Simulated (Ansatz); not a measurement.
SiMo:
```
SiMo
1.0
    3.09618     0.00000     0.00000
   -1.54809     2.68137     0.00000
    0.00000     0.00000     3.50140
Si Mo
1 1
Direct
  0.00000   0.00000   0.00000
  0.33333   0.66667   0.50000
```

Relaxed with PBEsol. Special points in fractions of this cell's reciprocal vectors: Γ (0.000, 0.000, 0.000); M (0.500, 0.000, 0.000); K (0.333, 0.333, 0.000); A (0.000, 0.000, 0.500); L (0.500, 0.000, 0.500); H (0.333, 0.333, 0.500).

Question: List the band energies nearest the Fermi level at these points for PBEsol (plane waves, PAW; program Ansatz).

Answer: In eV from the Fermi level; about four levels below and three above (degenerate sets whole), none deeper than 8.9 eV; points with the same levels are listed once.

```csv
k,below,above
Γ,-3.49 -1.24 -1.24,0.57 1.10 1.10
M,-7.39 -5.37 -3.17 -2.95,0.25 2.23 3.33
K,-4.85 -3.67 -2.69 -1.32,1.55 1.90 3.07
A,-0.73 -0.73 -0.34 -0.34,0.66 6.80 6.80
L,-4.32 -3.47 -1.91 -0.01,1.58 2.75 5.71
H,-5.09 -3.45 -1.48 -0.86,1.64 5.25 5.46
```

Space group P-6m2. The workflow started from a Materials Project entry (that database holds measured and hypothetical structures alike); the Crystallography Open Database copy checked does not list it. Whether it is the stable phase at ambient conditions was not checked. The PBEsol relaxation kept the symmetry of its start; whether a distortion lowers the energy is not shown. The run is not spin-polarised. Scalar-relativistic: spin–orbit coupling is off unless named, which matters more the heavier the elements.

Potentials: the later of the program's two PAW sets.
